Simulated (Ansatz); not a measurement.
ZnS:
```cif
data_S8Zn8
_chemical_formula_sum 'Zn8 S8'
_space_group_name_H-M_alt 'P 1'
_space_group_IT_number 1
_cell_length_a 3.84816
_cell_length_b 3.84816
_cell_length_c 25.16217
_cell_angle_alpha 90.000
_cell_angle_beta 90.000
_cell_angle_gamma 120.000
loop_
_space_group_symop_operation_xyz
  'x, y, z'
loop_
_atom_site_label
_atom_site_type_symbol
_atom_site_fract_x
_atom_site_fract_y
_atom_site_fract_z
_atom_site_occupancy
Zn1 Zn 0.00000 0.00000 0.00003 1
Zn2 Zn 0.00000 0.00000 0.50003 1
Zn3 Zn 0.33333 0.66667 0.12495 1
Zn4 Zn 0.66667 0.33333 0.62495 1
Zn5 Zn 0.33333 0.66667 0.37514 1
Zn6 Zn 0.66667 0.33333 0.87514 1
Zn7 Zn 0.33333 0.66667 0.75004 1
Zn8 Zn 0.66667 0.33333 0.25004 1
S1 S 0.00000 0.00000 0.09372 1
S2 S 0.00000 0.00000 0.59372 1
S3 S 0.33333 0.66667 0.21863 1
S4 S 0.66667 0.33333 0.71863 1
S5 S 0.33333 0.66667 0.46880 1
S6 S 0.66667 0.33333 0.96880 1
S7 S 0.33333 0.66667 0.84389 1
S8 S 0.66667 0.33333 0.34389 1
```

Relaxed with PBE. PBE in the plane-wave PAW code Ansatz gives a gap of 2.03 eV.

Question: What gap does HSE06 give on the same cell (Ansatz, PAW)?

Answer: 3.25 eV, 1.22 eV more. The hybrid was solved on a coarser mesh and at special points; the gap given is the minimum over both.

```json
[
 {"k": "Γ", "v1 PBE": "0.00", "c1 PBE": "2.03", "v1 HSE06": "0.00", "c1 HSE06": "3.25"},
 {"k": "A", "v1 PBE": "-0.04", "c1 PBE": "2.33", "v1 HSE06": "[?]", "c1 HSE06": "[?]"},
 {"k": "K", "v1 PBE": "-1.46", "c1 PBE": "4.41", "v1 HSE06": "[?]", "c1 HSE06": "[?]"},
 {"k": "H", "v1 PBE": "-1.41", "c1 PBE": "4.44", "v1 HSE06": "[?]", "c1 HSE06": "[?]"},
 {"k": "M", "v1 PBE": "-0.84", "c1 PBE": "3.29", "v1 HSE06": "-0.88", "c1 HSE06": "4.45"},
 {"k": "L", "v1 PBE": "-0.90", "c1 PBE": "3.43", "v1 HSE06": "[?]", "c1 HSE06": "[?]"}
]
```

Question: Top valence (v1) and lowest conduction level (c1) in eV from each method's valence maximum (which need not be a listed point): supply the withheld HSE06 values.

Answer: 
- A, v1 HSE06: -0.04
- A, c1 HSE06: 3.53
- K, v1 HSE06: -1.54
- K, c1 HSE06: 5.53
- L, v1 HSE06: -0.94
- L, c1 HSE06: 4.57
- H, v1 HSE06: -1.48
- H, c1 HSE06: 5.62

Cost on shared cores: the PBE run (SCF on a 8×8×2 mesh, then bands and DOS) about 5 core-minutes (a rough figure), the HSE06 run (SCF on 5×5×1, then a few points) very roughly 9 core-minutes; the tasks are unlike.

Space group P6_3mc. The workflow started from an entry of the Crystallography Open Database (COD). Its sites differ from those of the usual phase in this space group: another stacking or structure type. Symmetry was held in the PBE relaxation; whether a distortion lowers the energy is not shown.

Potentials: the later of the program's two PAW sets.
